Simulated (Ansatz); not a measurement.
Ansatz input

```yaml
crystal:
  lattice:
    - [-1.4162559437, 1.4162559437, 1.4162559437]
    - [1.4162559437, -1.4162559437, 1.4162559437]
    - [1.4162559437, 1.4162559437, -1.4162559437]
  atoms:
    - { symbol: Cu, position: [0.0, 0.0, 0.0] }
hamiltonian:
  xc: lda
  pseudopotentials:
    kind: paw
    azcp:
      Cu: "pseudopotentials/Cu.paw.azcp"
basis:
  ecutwfc: 420
  fft_grid_basis: typed
kpoints:
  mp_grid: { grid: [18, 18, 18], shift: [0, 0, 0] }
magnetization:
  spin_polarized: false
scf:
  occupations: { method: fermi_dirac, width: 0.1 }
  lower_state_search: "off"
output:
  stress: true
```

Output

```
Warning: the record states the generating functional pbe (its physics header spells it `PBE`), which answers neither for hamiltonian.xc's functional nor for the lda family's — results may be inconsistent (PPs are generated against a specific XC)
Engine: ansatz 0.2.0, x86_64-unknown-linux-gnu
Pseudopotentials: kind: paw
Pseudopotential: Cu, paw, valence charge 19, recommended cutoff 420 eV (normal) 
Functional definition: SPW92
  exchange = slater_x
  correlation = pw_c
Crystal: 1 atoms, lattice volume = 11.363 Å³
Basis set: ecut = 420 eV, 225 PW (Γ)
Bands: 14, of which v1, the nominal top of the filled ones, is band 10 counted from 1 (9 counted from 0)
Symmetry: 48 space group operations
Space group: Im-3m (ITA 229), of the structure as read, at distance tolerance 2.2e-5 Å
k-points: 195 of 5832
Non-local potential: Cu, projectors of the file, l = 0: 3, l = 1: 2, l = 2: 3, l = 3: 1
PAW form: soft (Blöchl's): semilocal exchange-correlation on the pseudo side does not see the compensation charge
PAW frozen core: Cu, regenerated for the run's functional, and the local potential with it (the file was generated under x = pbe(κ = 0.804, μ = 0.2195149727645171), c = pbe(β = 0.06672455060314922))
PAW one-centre angular grid: Cu, 590 points (default); XC on 64 Gauss nodes
Initial density: superposition of atomic densities (neutral atoms: chi_scale 0, normalization atom), corrected by the library's trained network
Initial wavefunctions: pseudopotential atomic-orbital guess
Functional: x = slater, c = lda
SCF iter   1: F=—  HF=-6555.682281 eV  |F-HF|=—  |Δ(HF+E_count)|=         —  Δρ=2.46e-2  dr2=3.09e-2  ethr=1.77e-3  ⟨swp⟩=5.4  Hψ=13692  notcnv=0
SCF iter   2: F=—  HF=-6555.674458 eV  |F-HF|=—  |Δ(HF+E_count)|=   7.82e-3  Δρ=1.90e-3  dr2=3.14e-4  ethr=1.63e-4  ⟨swp⟩=2.7  Hψ=5992  notcnv=0  defer=34
SCF iter   3: F=—  HF=-6555.674416 eV  |F-HF|=—  |Δ(HF+E_count)|=   4.18e-5  Δρ=1.52e-3  dr2=6.91e-5  ethr=1.65e-6  ⟨swp⟩=2.2  Hψ=4029  notcnv=0  defer=34
SCF iter   4: F=—  HF=-6555.674460 eV  |F-HF|=—  |Δ(HF+E_count)|=   4.41e-5  Δρ=3.45e-5  dr2=8.82e-8  ethr=3.64e-7  ⟨swp⟩=1.0  Hψ=2704  notcnv=0  defer=34
iter 5 did not close the SCF: its close was put off for the readings that it lacked (scf_convergence_deferred on its scf_iter line)
SCF iter   5: F=-6555.674460 eV  HF=-6555.674460 eV  |F-HF|=7.55e-11  |Δ(HF+E_count)|=   6.29e-8  Δρ=3.26e-6  dr2=2.31e-10  ethr=4.64e-10  ⟨swp⟩=2.0  Hψ=4545  notcnv=0  defer=34
SCF iter   6: F=-6555.674460 eV  HF=-6555.674460 eV  |F-HF|=5.46e-12  |Δ(HF+E_count)|=  2.82e-11  Δρ=1.50e-7  dr2=8.03e-13  ethr=1.22e-12  ⟨swp⟩=1.4  Hψ=7571  notcnv=0
SCF 1 converged in 6 iterations: F = -6555.674460 eV  dr2 = 8.03e-13
SCF converged after 6 iterations
Free energy (F): -6555.674460 eV
Harris-Foulkes:  -6555.674460 eV  (|F-HF|=5.46e-12)
Internal energy: -6555.661502 eV  (E = F + TS)
E sigma→0 (E₀):  -6555.667981 eV
Entropy (-TS):   -0.012959 eV (-12.959 meV/atom)
Fermi energy:    17.190624 eV
--- Per-component energies (eV) ---
  E_band       = -350.021557
  E_kinetic    = 300.965821
  E_local      = -3980.905020  (includes V_loc(G=0)·N_el)
  E_nonlocal   = 393.818636
  E_hartree    = 1751.703836
  E_xc         = -89.467936
  E_vxc        = -116.039519  (∫ρ·V_xc dr)
  E_paw        = -1592.836488  (= ΣΔE_a)
  E_vpaw       = -451.269412  (= ΣTr[D̂ρ^β])
  E_aug_tail   = 0.000284  (compensation charges beyond the density's cutoff)
  E_ewald      = -3339.390294
  E_core_change = 0.449660  (= ΣΔE_core)
  E_smearing   = -0.012959  (= −TS)
  E_closure    = -0.000000  (closes the sum)
  Σ components = -6555.674460   (vs F -6555.674460, Δ=0.00e0)
--- Stress (GPa, compression-positive) ---
       -6.562047       0.000000       0.000000
        0.000000      -6.562047      -0.000000
        0.000000      -0.000000      -6.562047
  P = ⅓ Tr σ = -6.5620 GPa (-65.620 kbar)
```
